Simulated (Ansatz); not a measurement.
A geometry of HfSiO4 away from equilibrium: the start of the relaxation of a relaxed HfSiO4 cell shaken by Gaussian noise of σ = 0.08 Å a coordinate. Method: PBE (plane waves to 420 eV, PAW, scalar-relativistic; Ansatz, an electronic-structure program). Γ-centred k-mesh 4×4×4 on the run's cell (coarser than for final values), Fermi–Dirac smearing 0.05 eV.

```xyz
12
Lattice="-3.3226 3.3226 3.0071 3.3226 -3.3226 3.0071 3.3226 3.3226 -3.0071" Properties=species:S:1:pos:R:3 pbc="T T T"
O      3.1888     2.1693    -1.1858
O      3.3785     1.2743     2.5206
O      3.3506    -1.1481     2.6499
O     -0.0139     1.3207     1.8864
O      1.1573    -0.0992     4.1237
O      4.4601     0.0266     0.4662
O      2.1071    -0.0644     0.2672
O      1.9746     3.2997     1.0596
Si    -0.1116     0.1149     2.8632
Si     3.3615     0.1315     1.4815
Hf    -0.1865     3.3471     1.4588
Hf    -0.0452    -0.0220     0.0666
```

### Question
What forces act on the atoms (eV/Å)?

### Answer
```json
[
 {"atom": "O1", "Fx": "0.36", "Fy": "0.14", "Fz": "0.61"},
 {"atom": "O2", "Fx": "-0.97", "Fy": "2.13", "Fz": "2.06"},
 {"atom": "O3", "Fx": "-0.77", "Fy": "0.28", "Fz": "-1.57"},
 {"atom": "O4", "Fx": "0.34", "Fy": "0.04", "Fz": "-0.76"},
 {"atom": "O5", "Fx": "-2.41", "Fy": "1.04", "Fz": "-2.72"},
 {"atom": "O6", "Fx": "4.73", "Fy": "0.02", "Fz": "-3.74"},
 {"atom": "O7", "Fx": "-0.14", "Fy": "0.76", "Fz": "3.03"},
 {"atom": "O8", "Fx": "1.90", "Fy": "0.77", "Fz": "-0.88"},
 {"atom": "Si9", "Fx": "-0.47", "Fy": "-2.93", "Fz": "6.57"},
 {"atom": "Si10", "Fx": "-4.61", "Fy": "-4.11", "Fz": "1.28"},
 {"atom": "Hf11", "Fx": "2.15", "Fy": "0.41", "Fz": "-0.52"},
 {"atom": "Hf12", "Fx": "-0.12", "Fy": "1.47", "Fz": "-3.35"}
]
```

### Question
What is the pressure?

### Answer
+5.4 GPa, compression positive.

No spin polarisation in the result.

The first start was generated by placing the elements on the sites of a structure type. A measured structure of HfSiO4 has the same space group, I4₁/amd (No. 141); the sites were not compared with it.
